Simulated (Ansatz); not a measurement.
Ni:
```xyz
1
Lattice="0.0000 1.7392 1.7392 1.7392 0.0000 1.7392 1.7392 1.7392 0.0000" Properties=species:S:1:pos:R:3 pbc="T T T"
Ni     0.0000     0.0000     0.0000
```
Starting moments (μB, in the order of the atoms Ni): 0.7.

Relaxed with PBE+D3(BJ). Special points in fractions of this cell's reciprocal vectors: Γ (0.000, 0.000, 0.000); X (0.500, 0.000, 0.500); U (0.625, 0.250, 0.625); K (0.375, 0.375, 0.750); L (0.500, 0.500, 0.500); W (0.500, 0.250, 0.750).

**Question.** List the band energies nearest the Fermi level at these points for PBE+D3(BJ) (plane waves, PAW; program Ansatz).

**Answer.** In eV from the Fermi level; about four levels below and three above (degenerate sets whole), none deeper than 8.9 eV; … stands for higher levels left out; points with the same levels are listed once.

```csv
k,below,above
Γ ↑,-2.56 -2.56 -2.56,…
X ↑,-4.43 -0.56 -0.47 -0.47,…
U ↑,-3.93 -2.23 -1.14 -0.74,…
L ↑,-2.54 -2.54 -0.61 -0.61,…
W ↑,-3.25 -3.25 -1.39 -0.47,…
Γ ↓,-1.79 -1.79 -1.79,…
X ↓,-4.58 -3.81,0.07 0.41 0.41
U ↓,-3.78 -3.38 -1.61 -0.55,0.13 …
L ↓,-4.67 -1.92 -1.92 -0.53,…
W ↓,-3.61 -2.63 -2.63 -0.81,0.42 …
```

Space group Fm-3m (fcc (Cu type)). Symmetry was held in the PBE+D3(BJ) relaxation. The final state is ferromagnetic, chosen from 3 collinear starts compared on coarse meshes (ties went to the first, and starts can fall back to one state), not a proven ground state. Textbook magnetic order: ferromagnetic. The pairwise dispersion correction was not fitted to metals.

Potentials: the later of the program's two PAW sets.
